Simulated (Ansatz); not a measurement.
Structure relaxation of Bi

The calculation used Ansatz 0.2.0, DFT r2SCAN, scalar-relativistic, plane waves, PAW. Cutoff 500 eV, Γ-centred k mesh, Gaussian smearing, no spin polarisation in the final step.

The start puts Bi on the grey arsenic (A7) structure type (R-3m, No. 166), at a guessed volume.

```yaml
crystal:
  lattice:
    - [2.23545, 1.29063, 4.14536]
    - [-2.23545, 1.29063, 4.14536]
    - [0.00000, -2.58127, 4.14536]
  atoms:
    - { symbol: Bi, position: [0.22754, 0.22754, 0.22754] }
    - { symbol: Bi, position: [0.77246, 0.77246, 0.77246] }
```

Cell and atoms relax at zero pressure; the relaxation can't lower the symmetry of the start. After a coarse first stage the cell is made exact in the group found at 0.06 Å.

Which crystal results?

It keeps R-3m (No. 166). The result has the grey arsenic (A7) structure. Conventional cell: a = 4.540 Å, c = 12.306 Å. Bi is coordinated by 3 Bi at 3.07 Å and 3 Bi at 3.62 Å.

```xyz
2
Lattice="2.2698 1.3105 4.1021 -2.2698 1.3105 4.1021 0.0000 -2.6210 4.1021" Properties=species:S:1:pos:R:3 pbc="T T T"
Bi    0.0000    0.0000    2.8527
Bi    0.0000    0.0000    9.4537
```

What are its volume, density and gap?

The volume per atom is 36.61 Å³ and the density is 9.48 g/cm³. The gap on the 9×9×9 mesh is 0.07 eV.

The final run used a 9×9×9 mesh on its 2-atom cell and 0.01 eV smearing. Spin–orbit coupling is left out. A structure relaxed within its symmetry needn't be a true minimum. The steps took of the order of 2.4 core-minutes in all.